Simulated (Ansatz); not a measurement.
**YSi2Rh2, a database entry at a rescaled volume**

```
CELL_PARAMETERS angstrom
0.00000 3.98764 0.00000
3.98764 0.00000 0.00000
1.99382 1.99382 -4.90650
ATOMIC_POSITIONS crystal
Rh 0.75000 0.25000 0.50000
Rh 0.25000 0.75000 0.50000
Y 0.00000 0.00000 0.00000
Si 0.37500 0.37500 0.25000
Si 0.62500 0.62500 0.75000
```

Method: r2SCAN, no spin polarisation; PAW, plane waves to 500 eV, 9×9×9 Γ-centred mesh, methfessel-paxton occupations (width 0.2143 eV) (Ansatz 0.2.0), atoms fixed.

Forces: The largest is on Si4 (and as large on other atoms): 0.84 eV/Å, components (0.00, 0.00, 0.84). It makes 122° with the line to a nearest neighbour, Rh1 at 2.34 Å.
Stress: The pressure is 8.6 GPa (compression positive), so with the atoms held at these fractions the cell would first expand; the forces are large, so a full relaxation may end otherwise.
Charges: Bader charges in e: Y +1.75, Si +0.37, Rh -1.24. In the mean Y gives up most and Rh takes most.
At the Fermi level: It is a metal, with about 1.9 states/eV a cell as the mean within 0.25 eV of the Fermi level, mostly Rh d (37 %), Y d (30 %) and Si p (23 %).

Origin: a database entry at a rescaled volume. Caveats: wide smearing.
